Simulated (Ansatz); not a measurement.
# How far is PAW off for TiO2?

```xyz
6
Lattice="4.5940 0.0000 0.0000 0.0000 4.5940 0.0000 0.0000 0.0000 2.9294" Properties=species:S:1:pos:R:3 pbc="T T T"
Ti    0.0000    0.0000    0.0000
Ti    2.2970    2.2970    1.4647
O     1.4058    1.4058    0.0000
O     0.8912    3.7028    1.4647
O     3.1882    3.1882    0.0000
O     3.7028    0.8912    1.4647
```

Atom numbers follow the list: Ti1, Ti2, O3, O4, O5, O6.

The cell comes from COD entry 9007432, which wasn't checked; take it as a given geometry. The listed cell was then made from it by scaling, straining or moving an atom.

Levels of theory: DFT, LDA, PAW with Ansatz's default frozen-core files, scalar-relativistic (Ansatz 0.2.0); DFT, LDA, all-electron PAW with datasets made for the crystal, scalar-relativistic (Ansatz 0.2.0); DFT, LDA, all-electron LAPW, scalar-relativistic (Ansatz 0.2.0).

For PAW: a Γ-centred 7×7×10 k mesh, Fermi–Dirac smearing of 0.05 eV, cutoff 420 eV, no spin polarisation; the PAW files were made with PBE, and the program remakes their frozen cores for this functional. The crystal-made all-electron datasets (AE datasets) take a cutoff of 480 eV at this cell. LAPW targets a basis error of 0.5 meV/atom. The Ansatz runs share mesh, smearing and spin set-up. Plane-wave (PAW) pressures include the program's estimate of the Pulay term.

Stress and pressure are positive in compression.

```tsv
quantity	PAW	AE datasets	LAPW
pressure (GPa)	-5.08	-4.85	-4.86
stress xx (GPa)	-5.13	-4.94	-4.94
stress zz (GPa)	?	-4.68	-4.68
force on O3, x (eV/Å)	-0.107	-0.112	-0.112
band gap (eV)	1.898	1.894	1.894
field gradient Vzz at O3 (10²¹ V/m²)	?	?	–
```

(1) Fill in "PAW" for the row "stress zz (GPa)".

(2) Fill in "PAW" for the row "field gradient Vzz at O3 (10²¹ V/m²)".

(3) What belongs in the row "field gradient Vzz at O3 (10²¹ V/m²)", column "AE datasets"?

Results:

(1) -4.98.

(2) 2.13.

(3) 2.05.
